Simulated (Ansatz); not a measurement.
KSb₂ in space group C2/m (No. 12; K on 4i, Sb on 4i, Sb on 4i), r²SCAN in the plane-wave PAW code Ansatz, all energies at zero smearing, with the estimated change up to a 700 eV cutoff added, with one set of potentials and settings (totals compare only within such a set). Cell of 6 atoms (2 K, 4 Sb): -29083.877 eV.

| element | reference phase | E (eV/atom) |
|---|---|---|
| K | Im-3m, 1 atoms in the cell | -1542.4813 |
| Sb | R-3m, 2 atoms in the cell | -6499.1272 |

Formation energy per atom, worked out: (-29083.877 − 2×(-1542.4813) − 4×(-6499.1272))/6 = -0.401 eV/atom (-39 kJ per mol of atoms), at 0 K, without zero-point energy or fitted corrections.

The workflow started from a Materials Project entry (that database holds measured and hypothetical structures alike); the Crystallography Open Database copy checked does not list it. Its standing as an ambient phase is unchecked. The cell was relaxed with r²SCAN under the symmetry of its start; whether a distortion lowers the energy is not shown. The references are the lowest solids computed at this level, not always the standard phases. Scalar-relativistic: spin–orbit coupling is off unless named, which matters more the heavier the elements.

Potentials: the later of the program's two PAW sets.
